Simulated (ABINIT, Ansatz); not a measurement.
Given: the input of a run of Ansatz 0.2.0 on NbSi. The cell comes from a database or a generator and needn't be the stable form of this composition.

The input input.yaml:

```yaml
crystal:
  lattice:
    - [0.0, 2.57383, 2.57383]
    - [2.57383, 0.0, 2.57383]
    - [2.57383, 2.57383, 0.0]
  atoms:
    - { symbol: Nb, position: [0.0, 0.0, 0.0] }
    - { symbol: Si, position: [0.5, 0.5, 0.5] }
hamiltonian:
  xc: pbe
  pseudopotentials: { kind: paw, azcp: { folder: soft_1 } }
kpoints:
  mp_grid: { grid: [9, 9, 9] }
scf:
  occupations: { method: fermi_dirac, width: 0.05 }
output:
  forces: true
  stress: true
  eigenvalues: true
```

Potentials or basis: Ansatz PAW soft_1.

Command:

```bash
$ ansatz run input.yaml --threads 1 --pin off --max-ram 3584MiB --backend cpu --events-out ev --progress --plain --runs-dir out
```

**Question.** What does the same run look like in ABINIT 10.8.3 (patched build)? Potentials or basis there: JTH PAW PBE v2.0, cutoff 435 eV.

**Answer.** As run (cutoffs and basis follow the program's own potentials, and thresholds, step limits or extra output files can differ):

File run.abi:

```
# Pseudopotentials
pp_dirpath "./"
pseudos "Nb.GGA_PBE-JTH.xml, Si.GGA_PBE-JTH.xml"

# Structure
acell 3*1.0 Angstrom
rprim
     0.0000000000     2.5738300000     2.5738300000
     2.5738300000     0.0000000000     2.5738300000
     2.5738300000     2.5738300000     0.0000000000
ntypat 2
znucl 41 14
natom 2
typat 1 2
xcart
     0.0000000000     0.0000000000     0.0000000000
     2.5738300000     2.5738300000     2.5738300000 Angstrom

# Plane-wave basis
ecut 16.0
pawecutdg 32.0

# k points
kptopt 1
ngkpt 9 9 9
nshiftk 1
shiftk 0.0 0.0 0.0

# Exchange and correlation
ixc 11

# Bands and occupations
nband 13
occopt 3
tsmear 0.05 eV

# SCF cycle
nstep 100
tolvrs 1.0e-9

# Output
iomode 3
prtwf 0
prteig 0
prtebands 0
prtden 1
prtvha 1
prtvclmb 1
prtpot 1
```

Potentials or basis: JTH PAW PBE v2.0.

Command:

```bash
$ abinit run.abi > log 2>&1
```

Both were run:

|  | Ansatz | ABINIT |
| --- | --- | --- |
| Pressure | 0.0 GPa | -0.3 GPa |

Ansatz's pressure holds a Pulay term of +0.01 GPa for its cutoff of 420 eV, which the other run lacks.

Where Ansatz's input types no cutoff or centring, it takes its own default and a Γ-centred mesh.

Pressure is positive in compression.
